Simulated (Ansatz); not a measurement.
# Rh: phonons across the zone at 0.98 times its equilibrium volume

Computed with Ansatz 0.2.0, DFT PBEsol, scalar-relativistic, plane waves, PAW. Plane waves to 420 eV; Γ-centred k mesh 20×20×20; Fermi-Dirac smearing of 0.15 eV. No spin polarisation. Phonons by linear response, acoustic sum rule imposed.

The cell, relaxed in shape and atoms at 0.98 times its equilibrium volume:
```yaml
crystal:
  lattice:
    - [0.00000, 1.87939, 1.87939]
    - [1.87939, 0.00000, 1.87939]
    - [1.87939, 1.87939, 0.00000]
  atoms:
    - { symbol: Rh, position: [0.00000, 0.00000, 0.00000] }
```

In a metal, frequencies and elastic constants depend on the k mesh and the smearing, soft modes and shear constants most. The q mesh is coarse, so values between its points are rough.

Force constants from linear response on a 2×2×2 q mesh.

Path: Γ–X–U | K–Γ–L–W–X. Distance along the path (Å⁻¹), then the branches (cm⁻¹, negative for imaginary):
```
0.000  0 0 0
0.209  39 39 49
0.418  77 77 96
0.627  111 111 139
0.836  140 140 176
1.045  164 164 206
1.254  181 181 228
1.463  191 191 241
1.672  194 194 246
1.746  194 195 246
1.819  194 197 245
1.893  193 199 244
1.967  191 203 243
2.041  189 207 241
2.115  187 211 239
2.189  184 216 236
2.263  181 220 233
2.263  181 220 233
2.484  169 220 230
2.706  154 203 231
2.928  135 180 221
3.149  112 152 198
3.371  87 119 162
3.592  60 82 114
3.814  30 42 59
4.036  0 0 0
4.217  28 28 51
4.397  55 55 99
4.579  80 80 144
4.759  102 102 184
4.940  120 120 216
5.121  133 133 240
5.302  142 142 255
5.483  144 144 260
5.631  146 148 259
5.779  150 158 256
5.926  157 173 252
6.074  165 188 247
6.222  174 202 241
6.370  184 214 234
6.518  193 221 227
6.665  196 223 223
6.770  196 218 228
6.874  196 213 232
6.979  196 208 236
7.083  195 204 240
7.188  195 200 242
7.292  195 197 244
7.397  194 195 245
7.501  194 194 246
```

Cost: 1 run of about 1.4 core-minutes, on AMD EPYC 7R43 (Zen 3) (shared hosts).